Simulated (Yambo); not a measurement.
G0W0@LDA for CaGa$_{2}$P$_{2}$ (space group P6_3/mmc, No. 194) in Yambo. Reference settings: 3×3×1 Γ-centred k mesh, bands 3 to 311 and a 7 Ry block in the screening, 311 bands in G with the Bruneval-Gonze terminator, plasmon pole fitted at 27.2 eV. The LDA gap Γ → (0, 0.333, 0) on this mesh is 0.35 eV; G0W0 gaps are taken between the same points.

The settings were changed. The gap went from 1.02 eV to 1.02 eV, and the shift of the valence edge from -0.29 eV to 0.39 eV.

Question: Which change was made?
(A) 85 bands in W, 85 bands in G, 2 Ry block
(B) 85 bands in W, 85 bands in G, 3 Ry block
(C) 124 bands in W, 124 bands in G, 2 Ry block
(D) 85 bands in W, 85 bands in G, 6 Ry block

Answer: D, 85 bands in W, 85 bands in G, 6 Ry block. The others gave (gap, valence shift): 85 bands in W, 85 bands in G, 2 Ry block: 0.86, 0.56 eV; 85 bands in W, 85 bands in G, 3 Ry block: 0.89, 0.50 eV; 124 bands in W, 124 bands in G, 2 Ry block: 0.80, 0.32 eV.

The standard potential for Ga keeps a d shell in the valence without the s and p states of that shell. In tests on such compounds this moved G0W0 gaps by up to about 0.9 eV, so absolute quasiparticle energies here are unreliable; differences between settings are what counts.

Spin-orbit coupling is not included.

Geometry of the Materials Project entry, not relaxed at this level; primitive cell a = 3.841 Å, b = 3.841 Å, c = 16.400 Å, α = 90.00°, β = 90.00°, γ = 120.00°.

The structure is a Materials Project entry; no match was found in the copy of COD used, and its stability was not checked.

A shift is the quasiparticle energy of the state minus its LDA energy.
